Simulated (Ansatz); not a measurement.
## TiPt₃: one input, then a changed one

The cell is the one relaxed in the Materials Project (mp-12107), not relaxed further here; entries there can be hypothetical.

First run: DFT, r2SCAN, PAW with Ansatz's default frozen-core files, scalar-relativistic (Ansatz 0.2.0).

Command: `ansatz run input.yaml --threads 1 --pin off --max-ram 4096MiB --backend cpu --events-out ev --progress --plain --runs-dir out` The run took 42 s on 1 thread of Arm Neoverse V1, with other jobs on the host.

```yaml
crystal:
  lattice:
    - [3.9245256, 0.0, 0.0]
    - [0.0, 3.9245256, 0.0]
    - [0.0, 0.0, 3.9245256]
  atoms:
    - { symbol: Ti, position: [0.0, 0.0, 0.0] }
    - { symbol: Pt, position: [0.5, 0.5, 0.0] }
    - { symbol: Pt, position: [0.5, 0.0, 0.5] }
    - { symbol: Pt, position: [0.0, 0.5, 0.5] }
kpoints:
  mp_grid: { grid: [9, 9, 9] }
  band_path:
    path:
      - [0.0, 0.0, 0.0]
      - [0.0, 0.5, 0.0]
      - [0.5, 0.5, 0.0]
      - [0.0, 0.0, 0.0]
      - [0.5, 0.5, 0.5]
      - [0.0, 0.5, 0.0]
      - [0.5, 0.5, 0.5]
      - [0.5, 0.5, 0.0]
    npoints: 14
scf:
  occupations: { method: fermi_dirac, width: 0.05 }
hamiltonian:
  xc: r2scan
  pseudopotentials: { kind: paw }
output:
  forces: true
  stress: true
  eigenvalues: true
  efg: { contact_densities: true }
  populations: true
  bader: true
  dos: { projected: true, de: 0.2, e_range: [-14, 8] }
  write_density: true
  write_potential: true
  elf: true
  volumetric_format: npy
```

Result: converged; pressure -0.71 GPa; no gap on the k mesh; 9 SCF iterations.

Spin–orbit coupling is left out, though it moves levels of the heavy atoms by tenths of an eV or more.

The input is then changed:

```diff
@@ -23,5 +23,6 @@
     npoints: 14
 scf:
-  occupations: { method: fermi_dirac, width: 0.05 }
+  occupations: { method: cold, width: 0.005 }
+  algorithm: direct_min
 hamiltonian:
   xc: r2scan
@@ -33,9 +34,3 @@
   efg: { contact_densities: true }
   populations: true
-  bader: true
-  dos: { projected: true, de: 0.2, e_range: [-14, 8] }
-  write_density: true
-  write_potential: true
-  elf: true
-  volumetric_format: npy
```

Task: What does the second run give?

Result: It converged; pressure -0.78 GPa; no gap on the k mesh; 13 SCF iterations.

The results part of its log:

```
SCF 1 converged in 13 iterations: F = -40118.413916 eV  dr2 = 9.12e-9
  Residual-converged pass: ⟨swp⟩=2.4  Hψ=2566  notcnv=0  max |occ|·‖R‖ = 6.6e-6 eV (tolerance 6.7e-6 eV)  dr2=8.95e-9  dr2_τ=2.05e-9  dr2_onsite=2.96e-10  max |Δocc| = 4.8e-10
  greatest PAW one-centre occupation: 1.000 electrons in one spin orbital (limit 2), on the Pt atom at site 3 (counted from 0), in its partial waves of l = 0
NSCF: frozen V_eff on 99 k-points
SCF converged after 13 iterations
Stability not checked: this state was not tested for a lower state beside it, because cold or Methfessel-Paxton smearing, or corrected tetrahedra, fill the levels in a way that the test cannot read (fill_not_monotonic; see scf.lower_state_search)
Free energy (F): -40118.413916 eV
Harris-Foulkes:  -40118.413916 eV  (|F-HF|=6.44e-9)
Internal energy: -40118.413912 eV  (E = F + TS)
E sigma→0 (E₀):  -40118.413915 eV
Entropy (-TS):   -0.000004 eV (-0.001 meV/atom)
Fermi energy:    21.882713 eV
--- Per-component energies (eV) ---
  E_band       = -629.911229
  E_kinetic    = 2187.853388
  E_local      = -5322.763293  (includes V_loc(G=0)·N_el)
  E_nonlocal   = 607.980648
  E_hartree    = 2022.566918
  E_xc         = -846.930526
  E_vxc        = -1151.626386  (∫ρ·V_xc dr)
  E_paw        = -29494.627730  (= ΣΔE_a)
  E_vpaw       = -1071.191226  (= ΣTr[D̂ρ^β])
  E_aug_tail   = 0.000502  (compensation charges beyond the density's cutoff)
  E_vtau       = 74.704914  (kinetic-family band-sum trace: ∫τ·v_τ [+ j·A + Jᵃ·Aᵃ] dr)
  E_ewald      = -9271.545879
  E_core_change = -0.947941  (= ΣΔE_core)
  E_smearing   = -0.000004  (= −TS)
  E_closure    = 0.000000  (closes the sum)
  Σ components = -40118.413916   (vs F -40118.413916, Δ=0.00e0)
--- Forces (eV/Å), atoms counted from 1 ---
  atom   1  Ti    -0.00000000     0.00000000     0.00000000
  atom   2  Pt     0.00000000     0.00000000     0.00000000
  atom   3  Pt     0.00000000    -0.00000000     0.00000000
  atom   4  Pt     0.00000000     0.00000000     0.00000000
  max |Σ_I F_I| component: 2.11e-28 eV/Å
--- Stress (GPa, compression-positive) ---
       -0.782991       0.000000       0.000000
        0.000000      -0.782991       0.000000
        0.000000       0.000000      -0.782991
  P = ⅓ Tr σ = -0.7830 GPa (-7.830 kbar)
--- PAW observables at the nuclei: V_zz in 10²¹ V/m², potentials from the cell's mean, atoms counted from 1 ---
  atom   1  Ti V_zz =    +0.000000   η = 0.0000   by run symmetry: forbidden
            electrostatic potential = -2541.035216 V   contact ρ = 56725.794150 e/Å³
  atom   2  Pt V_zz =    -7.945013   η = 0.0000   by run symmetry: allowed
            electrostatic potential = -16126.346540 V   contact ρ = 12079218.936984 e/Å³
  atom   3  Pt V_zz =    -7.945013   η = 0.0000   by run symmetry: allowed
            electrostatic potential = -16126.346540 V   contact ρ = 12079218.936984 e/Å³
  atom   4  Pt V_zz =    -7.945013   η = 0.0000   by run symmetry: allowed
            electrostatic potential = -16126.346540 V   contact ρ = 12079218.936984 e/Å³
--- Band table (eV; the first three rows and the last of 35) ---
  k-point 0: bands = ["-79.2290", "-79.1911", "-79.1911", "-38.8435", "-33.0054", "-33.0054", "-33.0054", "-32.8118", "-32.8118", "-32.8118", "-32.6560", "-32.6560", "-32.6560", "-13.9918", "-13.9918", "-13.9918", "11.4407", "14.3654", "14.6951", "14.6951", "15.0000", "15.0000", "15.0000", "18.1613", "18.1613", "18.1613", "20.0832", "20.0832", "21.2705", "21.8817", "21.8817", "21.8817", "23.3180", "23.3180", "23.5100", "23.5100", "23.5100", "23.8884", "23.8884", "23.8884"]
  k-point 1: bands = ["-79.2279", "-79.1921", "-79.1911", "-38.8436", "-32.9995", "-32.9995", "-32.9955", "-32.8134", "-32.8134", "-32.8122", "-32.6665", "-32.6603", "-32.6603", "-13.9951", "-13.9924", "-13.9924", "11.6094", "14.4702", "14.7525", "14.8353", "15.0619", "15.1020", "15.1020", "18.0597", "18.2098", "18.2098", "19.9413", "20.1024", "21.1201", "21.1846", "21.1846", "21.8821", "22.5588", "23.1442", "23.1442", "23.2425", "23.3956", "23.8840", "24.8631", "24.8631"]
  k-point 2: bands = ["-79.2251", "-79.1950", "-79.1911", "-38.8441", "-32.9832", "-32.9832", "-32.9671", "-32.8187", "-32.8187", "-32.8133", "-32.6965", "-32.6716", "-32.6716", "-14.0035", "-13.9939", "-13.9939", "12.0973", "14.7527", "14.9007", "15.2359", "15.2385", "15.4041", "15.4041", "17.7843", "18.3185", "18.3185", "19.5412", "20.0566", "20.0566", "20.1304", "20.6947", "20.9964", "21.8833", "22.6420", "22.6420", "23.0558", "23.0952", "23.8737", "26.3433", "26.3433"]
  k-point 34: bands = ["-79.2044", "-79.2033", "-79.2033", "-38.8418", "-33.0801", "-32.9852", "-32.9848", "-32.9848", "-32.6982", "-32.6982", "-32.6965", "-32.6587", "-32.6587", "-14.0036", "-14.0024", "-14.0024", "14.2675", "14.3784", "14.3784", "14.7447", "17.2437", "17.2437", "17.3676", "17.9569", "18.1488", "18.1488", "18.7369", "18.7369", "20.3688", "20.3688", "20.4545", "20.9958", "21.3774", "22.0005", "22.0005", "23.0342", "23.0342", "23.4878", "23.6121", "23.6121"]
--- Löwdin populations: 4 sites ---
  site symbol       q [e]
     0     Ti     11.6277
     1     Pt     17.9212
     2     Pt     17.9212
     3     Pt     17.9212
  spilling = 0.009220 (of n_electrons = 66.000000)
```
